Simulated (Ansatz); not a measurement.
input.yaml (Ansatz)

```yaml
crystal:
  lattice:
    - [2.424881087, 0.0, 0.0]
    - [0.0, 2.424881087, 0.0]
    - [0.0, 0.0, 2.424881087]
  atoms:
    - { symbol: V, position: [0.0, 0.0, 0.0], spin: 1.0 }
hamiltonian:
  xc: mr2scan
  pseudopotentials:
    kind: paw
    azcp:
      V: "pseudopotentials/V.paw.azcp"
basis:
  ecutwfc: 500
  fft_grid_basis: typed
kpoints:
  mp_grid: { grid: [21, 21, 21], shift: [0, 0, 0] }
magnetization:
  spin_polarized: true
scf:
  occupations: { method: fermi_dirac, width: 0.05 }
output:
  stress: true
```

Terminal output

```
Engine: ansatz 0.2.0, x86_64-unknown-linux-gnu
Pseudopotentials: kind: paw
Pseudopotential: V, paw, valence charge 13, recommended cutoff 500 eV (meta_gga) 
Functional definition: m-r2SCAN
  exchange = m_r2scan_x
  correlation = m_r2scan_c
Crystal: 1 atoms, lattice volume = 14.258 Å³
Basis set: ecut = 500 eV, 365 PW (Γ), exchange–correlation on 72×72×72 points (64 copies of the dense FFT grid, shifted against one another)
Bands: 11, of which v1, the nominal top of the filled ones, is band 7 counted from 1 (6 counted from 0)
Symmetry: 48 space group operations
Space group: Pm-3m (ITA 221), of the structure as read, at distance tolerance 2.4e-5 Å
Magnetic group: BNS 221.92 (UNI 1594), of the structure as read, at distance tolerance 2.4e-5 Å
k-points: 286 of 9261
Non-local potential: V, projectors of the file, l = 0: 3, l = 1: 2, l = 2: 3, l = 3: 1
PAW form: soft (Blöchl's): semilocal exchange-correlation on the pseudo side does not see the compensation charge
PAW frozen core: V, regenerated for the run's functional (the file was generated under x = pbe(κ = 0.804, μ = 0.2195149727645171), c = pbe(β = 0.06672455060314922))
PAW one-centre angular grid: V, 590 points (default); XC on 160 Gauss nodes
Initial density: superposition of atomic densities (chi_scale 0.1, normalization cell)
Starting moments: Σ|m| = 1 μB on 1 of 1 site
Initial wavefunctions: pseudopotential atomic-orbital guess
Functional: x = mr2scan, c = mr2scan; τ floored in thin density (d = 2e-4 eV/Å³)
SCF iter   1: F=—  HF=-2915.746471 eV  |F-HF|=—  |Δ(HF+E_count)|=         —  Δρ=7.73e-2 (↑7.73e-2 ↓2.17e-2)  dr2=8.00e-1  dr2_τ=1.11e-2  dr2_m=1.79e-1  M=0.579 μB ∫|m|=0.580 μB  β_m=0.71  ethr=3.10e-3  ⟨swp⟩=4.5  Hψ=31823  notcnv=0
Mixer restart at iter 1: flushing history
SCF iter   2: F=—  HF=-2915.567897 eV  |F-HF|=—  |Δ(HF+E_count)|=   1.79e-1  Δρ=3.48e-2 (↑3.48e-2 ↓1.80e-2)  dr2=2.09e-1  dr2_τ=2.49e-3  dr2_m=2.30e-2  M=0.541 μB ∫|m|=0.542 μB  β_m=1.00  ethr=3.10e-3  ⟨swp⟩=2.0  Hψ=13223  notcnv=0  defer=57  κ⁻¹=1.0e0(r=1)
SCF iter   3: F=—  HF=-2915.964372 eV  |F-HF|=—  |Δ(HF+E_count)|=         —  Δρ=3.61e-2 (↑3.00e-2 ↓3.61e-2)  dr2=1.99e-2  dr2_τ=5.52e-3  dr2_m=1.24e-1  M=0.060 μB ∫|m|=0.060 μB  β_m=0.34  ethr=1.61e-3  ⟨swp⟩=2.3  Hψ=10536  notcnv=0  defer=56
Mixer restart at iter 3: flushing history
SCF iter   4: F=—  HF=-2916.052201 eV  |F-HF|=—  |Δ(HF+E_count)|=   8.78e-2  Δρ=2.51e-2 (↑1.86e-2 ↓2.51e-2)  dr2=1.37e-2  dr2_τ=8.02e-4  dr2_m=5.21e-2  M=0.063 μB ∫|m|=0.063 μB  β_m=0.74  ethr=1.53e-4  ⟨swp⟩=2.1  Hψ=11377  notcnv=0  defer=58  κ⁻¹=1.0e0(r=1)
SCF iter   5: F=—  HF=-2916.184205 eV  |F-HF|=—  |Δ(HF+E_count)|=   1.32e-1  Δρ=6.32e-3 (↑3.98e-3 ↓6.32e-3)  dr2=4.33e-3  dr2_τ=1.01e-4  dr2_m=1.66e-3  M=0.008 μB ∫|m|=0.014 μB  β_m=0.30  ethr=1.06e-4  ⟨swp⟩=2.0  Hψ=11246  notcnv=0  defer=56  κ⁻¹=3.0e-2(r=2)
SCF iter   6: F=—  HF=-2916.203042 eV  |F-HF|=—  |Δ(HF+E_count)|=   1.88e-2  Δρ=2.86e-3 (↑2.86e-3 ↓1.81e-3)  dr2=8.90e-4  dr2_τ=3.98e-5  dr2_m=4.16e-4  M=0.000 μB ∫|m|=0.008 μB  β_m=0.46  ethr=3.33e-5  ⟨swp⟩=2.5  Hψ=11569  notcnv=0  defer=49  κ⁻¹=1.1e-2(r=3)
SCF iter   7: F=—  HF=-2916.204250 eV  |F-HF|=—  |Δ(HF+E_count)|=   1.21e-3  Δρ=1.05e-3 (↑1.05e-3 ↓8.78e-4)  dr2=1.66e-4  dr2_τ=2.46e-6  dr2_m=1.27e-5  M=-0.001 μB ∫|m|=0.004 μB  β_m=1.00  ethr=6.85e-6  ⟨swp⟩=1.5  Hψ=6830  notcnv=0  defer=49  κ⁻¹=7.7e-4(r=4)
SCF iter   8: F=—  HF=-2916.205665 eV  |F-HF|=—  |Δ(HF+E_count)|=   1.42e-3  Δρ=2.46e-4 (↑2.46e-4 ↓2.13e-4)  dr2=2.43e-6  dr2_τ=2.82e-7  dr2_m=5.26e-6  M=-0.001 μB ∫|m|=0.001 μB  β_m=0.47  ethr=1.28e-6  ⟨swp⟩=2.5  Hψ=9951  notcnv=0  defer=49  κ⁻¹=4.4e-5(r=5)
SCF iter   9: F=—  HF=-2916.205675 eV  |F-HF|=—  |Δ(HF+E_count)|=   9.73e-6  Δρ=1.08e-4 (↑1.08e-4 ↓9.59e-5)  dr2=1.32e-6  dr2_τ=4.53e-8  dr2_m=3.17e-7  M=-0.001 μB ∫|m|=0.001 μB  β_m=0.39  ethr=1.87e-8  ⟨swp⟩=2.0  Hψ=7574  notcnv=0  defer=49  κ⁻¹=7.7e-6(r=6)
SCF iter  10: F=—  HF=-2916.205689 eV  |F-HF|=—  |Δ(HF+E_count)|=   1.39e-5  Δρ=2.63e-5 (↑2.30e-5 ↓2.63e-5)  dr2=6.65e-9  dr2_τ=9.04e-10  dr2_m=7.62e-8  M=-0.000 μB ∫|m|=0.000 μB  β_m=0.47  ethr=1.01e-8  ⟨swp⟩=2.0  Hψ=9824  notcnv=0  defer=49  κ⁻¹=3.6e-7(r=7)
SCF iter  11: F=—  HF=-2916.205689 eV  |F-HF|=—  |Δ(HF+E_count)|=   3.25e-7  Δρ=1.28e-5 (↑1.23e-5 ↓1.28e-5)  dr2=2.90e-9  dr2_τ=2.64e-10  dr2_m=1.86e-8  M=-0.000 μB ∫|m|=0.000 μB  β_m=0.37  ethr=5.12e-11  ⟨swp⟩=2.9  Hψ=10668  notcnv=0  defer=49  κ⁻¹=1.4e-7(r=8)
SCF iter  12: F=—  HF=-2916.205689 eV  |F-HF|=—  |Δ(HF+E_count)|=   6.23e-8  Δρ=4.26e-6 (↑4.22e-6 ↓4.26e-6)  dr2=6.45e-10  dr2_τ=1.37e-10  dr2_m=2.00e-9  M=-0.000 μB ∫|m|=0.000 μB  β_m=0.58  ethr=2.23e-11  ⟨swp⟩=2.8  Hψ=10622  notcnv=0  defer=49  κ⁻¹=9.4e-9(r=8)
SCF iter  13: F=—  HF=-2916.205689 eV  |F-HF|=—  |Δ(HF+E_count)|=   5.61e-9  Δρ=5.64e-7 (↑4.47e-7 ↓5.64e-7)  dr2=2.15e-11  dr2_τ=1.60e-12  dr2_m=1.84e-11  M=-0.000 μB ∫|m|=0.000 μB  β_m=0.32  ethr=4.96e-12  ⟨swp⟩=2.0  Hψ=10148  notcnv=0  defer=49  κ⁻¹=9.4e-9(r=8)
SCF iter  14: F=-2916.205689 eV  HF=-2916.205689 eV  |F-HF|=5.46e-11  |Δ(HF+E_count)|=  8.28e-11  Δρ=2.28e-7 (↑1.80e-7 ↓2.28e-7)  dr2=1.79e-12  dr2_τ=4.67e-13  dr2_m=4.31e-12  M=0.000 μB ∫|m|=0.000 μB  ethr=1.00e-12  ⟨swp⟩=1.0  Hψ=16321  notcnv=0
SCF 1 converged in 14 iterations: F = -2916.205689 eV  dr2 = 1.79e-12
WARN: the starting moments were not kept: the SCF closed with an absolute magnetisation of 1.4e-6 μB, where they sum to 1 μB in size (1 site). That is at most 0.1 of that sum. Measured as dr2_m measures the in/out step, that magnetisation stands 1.1e-12 eV from none, at or under the dr2_threshold of 1.0e-7 eV: it is no larger than a step whose dr2_m would equal this threshold. The system may hold no moment; this SCF shows only that its start led to no more than that. To try another start: raise the starting moments (crystal.atoms[].spin, magnetization.per_species, magnetization.initial_magnetization, or on a non-collinear deck that types none of these the spinor_matrix: blocks that start its atoms; where the total moment is fixed, keep their sum and leave initial_magnetization as it is; typed ones take the place of any that the run laid by itself, positive ones on a crystal's lanthanoids without a Hubbard term where scf.initial_density.shell_occupations: [] is typed) or, if the notice of its spin-set hold's release reads "site moments contracting" or "site moments show no strong build", lengthen the hold (scf.mixing.spin_hold: { on: { confirm: 4 } }; for m-r²SCAN on two components see the key's manual first). Each may lead to a state that holds a moment. A second SCF, from the converged charge density, with the starting moments and any scf.initial_density.shell_occupations laid on it anew, would have followed, and was not run: the deck does not ask for one (magnetization.retry_lost_moments is false, the default). To let it run, set magnetization.retry_lost_moments: true and run the deck again, where that key's refused combinations let it; where memory then withholds it, that run's warning says so.
this state was not tested for a lower state beside it, because the mixer in use, unlike msr1, does not test its closes by its own steps (another_mixer; see scf.mixing.algorithm and scf.lower_state_search)
SCF converged after 14 iterations
Magnetization: 0.0000 μB (6.5000 up, 6.5000 down)
Absolute magnetization: 0.0000 μB (∫|ρ↑−ρ↓|, with the PAW one-centre terms)
Spin contamination: 0.0000 ħ² per cell (⟨S²⟩ above its minimum at these occupations)
Per-site moments (μB) at R_I (Å): [(1.1461195791224277e-6, 1.0002634483875001)]
Free energy (F): -2916.205689 eV
Harris-Foulkes:  -2916.205689 eV  (|F-HF|=5.46e-11)
Internal energy: -2916.197719 eV  (E = F + TS)
E sigma→0 (E₀):  -2916.201704 eV
Entropy (-TS):   -0.007971 eV (-7.971 meV/atom)
Fermi energy:    15.613949 eV
--- Per-component energies (eV) ---
  E_band       = -172.184349
  E_kinetic    = 337.395464
  E_local      = -987.526103  (includes V_loc(G=0)·N_el)
  E_nonlocal   = -42.617425
  E_hartree    = 449.914298
  E_xc         = -126.131487
  E_vxc        = -183.846828  (∫ρ·V_xc dr)
  E_paw        = -1123.252271  (= ΣΔE_a)
  E_vpaw       = -207.870579  (= ΣTr[D̂ρ^β])
  E_aug_tail   = 0.000174  (compensation charges beyond the density's cutoff)
  E_vtau       = 12.452365  (kinetic-family band-sum trace: ∫τ·v_τ [+ j·A + Jᵃ·Aᵃ] dr)
  E_ewald      = -1423.714587
  E_core_change = -0.265781  (= ΣΔE_core)
  E_smearing   = -0.007971  (= −TS)
  E_closure    = 0.000000  (closes the sum)
  Σ components = -2916.205689   (vs F -2916.205689, Δ=0.00e0)
--- Stress (GPa, compression-positive) ---
        1.144004      -0.000000       0.000000
       -0.000000       1.144004       0.000000
        0.000000       0.000000       1.144004
  P = ⅓ Tr σ = 1.1440 GPa (11.440 kbar)
```
